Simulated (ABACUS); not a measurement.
Input and output of a self-consistent single point for InSe (P3m1, 8 atoms in the cell; from Materials Project mp-1079260, changed as shown) (ABACUS).

All values come from this method and carry its errors: PBEsol, PseudoDojo 0.4 standard norm-conserving PBEsol (tails mended) pseudopotentials (plane waves; ABACUS).

The change in words: atom 7 moved by -0.15 angstrom along z. Reference geometry (P-6m2):
```yaml
crystal:
  lattice:
    - [4.04733, 0.00000, 0.00000]
    - [-2.02366, 3.50509, 0.00000]
    - [0.00000, 0.00000, 18.05206]
  atoms:
    - { symbol: In, position: [0.00000, 0.00000, 0.57739] }
    - { symbol: In, position: [0.00000, 0.00000, 0.42261] }
    - { symbol: In, position: [0.33333, 0.66667, 0.92261] }
    - { symbol: In, position: [0.33333, 0.66667, 0.07739] }
    - { symbol: Se, position: [0.66667, 0.33333, 0.85300] }
    - { symbol: Se, position: [0.66667, 0.33333, 0.14700] }
    - { symbol: Se, position: [0.33333, 0.66667, 0.64702] }
    - { symbol: Se, position: [0.33333, 0.66667, 0.35298] }
```

Reference input (self-consistent single point, DFT, PBEsol, plane waves, PseudoDojo 0.4 standard norm-conserving PBEsol (tails mended) pseudopotentials): KPT = Gamma 3 3 1 0 0 0; basis_type = pw; ecutwfc = 86 Ry; smearing_method = gaussian; smearing_sigma = 0.00367493 Ry; potentials = PseudoDojo 0.4 standard norm-conserving PBEsol (tails mended); symmetry = 1; ks_solver = dav_subspace; scf_nmax = 100; scf_thr = 1.0e-09 Ry; mixing_type = broyden. This run's input differs from it in these lines:

```diff
@@ -45,3 +45,3 @@
    2.0236670237    1.1683624983    2.6536528200 1 1 1
-  -0.0000020237    2.3367285017   11.6800438612 1 1 1
+  -0.0000020237    2.3367285017   11.5300492947 1 1 1
   -0.0000020237    2.3367285017    6.3720161388 1 1 1
```

Output (repeated stretches shortened):

```
 SELF-CONSISTENT
 -------------------------------------------

                                 init_chg = atomic

 PW ALGORITHM --------------- ION=   1  ELEC=   1--------------------------------

 Notice: Threshold on eigenvalues was too large.

 Density error is 0.281248943736
                          Error Threshold = 0.000240410233974
 E_KohnSham     -1499.3967241379     -20400.3390108094
 E_Fermi        0.4510910345         6.1374083854

 PW ALGORITHM --------------- ION=   1  ELEC=   2--------------------------------

 Density error is 0.108811765715
                          Error Threshold = 0.000242455985979
   [... lines left out ...]

 Density error is 2.08262896079e-09
                          Error Threshold = 3.344263382e-12
 E_KohnSham     -1499.4788468525     -20401.4563476636
 E_Fermi        0.4785651682         6.5112131515

 PW ALGORITHM --------------- ION=   1  ELEC=  12--------------------------------

 Density error is 7.75185642019e-10
                          Error Threshold = 1.79536979378e-12
 E_KohnSham     -1499.4788468519     -20401.4563476546
 E_KS(sigma->0) -1499.4788468519     -20401.4563476546
 E_entropy(-TS) -0.0000000000        -0.0000000000
 E_Fermi        0.4785645005         6.5112040672
 charge density convergence is achieved
 final etot is -20401.456348 eV
 EFERMI = 6.5112040672 eV

 STATE ENERGY(eV) AND OCCUPATIONS    NSPIN == 1
   [... 67 lines left out ...]

 TOTAL-FORCE (eV/Angstrom)
                       In1        -0.0000801585         0.0000462795        -0.9410721175
                       In2        -0.0000686828         0.0000396540         0.0567208669
                       In3        -0.0000359973         0.0000207831         0.0883496340
                       In4        -0.0000321869         0.0000185831        -0.0658058059
                       Se1         0.0000332846        -0.0000192169        -0.0131590812
                       Se2         0.0000334279        -0.0000192996         0.0032460957
                       Se3         0.0000802687        -0.0000463431         0.8882734879
   [... lines left out ...]

 TOTAL-STRESS (KBAR)
        13.1265899889        -0.0023664510         0.0000365635
        -0.0023664510        13.1238544323        -0.0000211100
         0.0000365635        -0.0000211100        -0.0753387618
 TOTAL-PRESSURE: 8.725035 KBAR

 --------------------------------------------
 !FINAL_ETOT_IS -20401.4563476545627054 eV
 --------------------------------------------
```

The run converged in 12 iterations. Against the reference run the free energy goes up by 8.6 meV/atom, the pressure goes from 0.12 to 0.87 GPa and the largest force goes from 0.077 to 0.941 eV/Å.

The structure comes from a collection of computed structures, made at another level of theory; the collection holds predicted forms beside known ones.

Cost on one core: around 4 core-minutes (rough).

“Tails mended”: in these copies of the files the far tail of each local potential was reset to the Coulomb form.
